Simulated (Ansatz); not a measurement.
Relax this structure to zero stress and force, keeping its symmetry:

```
Ba F
1.0
    -2.12239    2.12239    3.41925
     2.12239   -2.12239    3.41925
     2.12239    2.12239   -3.41925
Ba F
1 3
Direct
  0.00000 0.00000 0.00000
  0.75000 0.25000 0.50000
  0.25000 0.75000 0.50000
  0.50000 0.50000 0.00000
```

Level of theory: DFT r2SCAN, scalar-relativistic, plane waves, PAW in Ansatz 0.2.0.

Plane waves to 500 eV, a k mesh through Γ of 14×14×14 on the computed 4-atom cell and Gaussian smearing (0.10 eV); collinear spin from starting moments 0 0.23 0.23 0.67 μB.

Q: What does it relax to?

A: The volume decreases by 0.14 Å³/atom to 15.26 Å³/atom, and the energy falls by 0.3 meV/atom. The cell ends with a moment of 1.00 μB (only this magnetic start was tried). Final structure:
```cif
data_structure
_symmetry_space_group_name_H-M 'I4/mmm'
_symmetry_Int_Tables_number 139
_cell_length_a 4.2317
_cell_length_b 4.2317
_cell_length_c 6.8196
_cell_angle_alpha 90.000
_cell_angle_beta 90.000
_cell_angle_gamma 90.000
_cell_volume 122.12
loop_
_atom_site_label
_atom_site_type_symbol
_atom_site_symmetry_multiplicity
_atom_site_Wyckoff_symbol
_atom_site_fract_x
_atom_site_fract_y
_atom_site_fract_z
_atom_site_occupancy
Ba1 Ba 2 a 0.00000 0.00000 0.00000 1
F1 F 4 d 0.00000 0.50000 0.25000 1
F2 F 2 b 0.50000 0.50000 0.00000 1
```

Course of the relaxation (steps run on the plane waves of an earlier cell, and the basis is chosen afresh near the end, so energy and pressure can step there; trial steps that raised the energy were taken back; energies are free energies):

| step | E − E_final (meV/atom) | P (GPa) | V (Å³/atom) |
| --- | --- | --- | --- |
| 1 | 0.3 | -0.58 | 15.40 |
| 2 | 0.1 | 0.63 | 15.11 |
| 3 | -0.1 | -0.02 | 15.26 |
| 4 | 0.0 | -0.02 | 15.26 |

The state reached may not be the lowest one. Spin-orbit coupling is left out, which matters for the bands of heavy elements.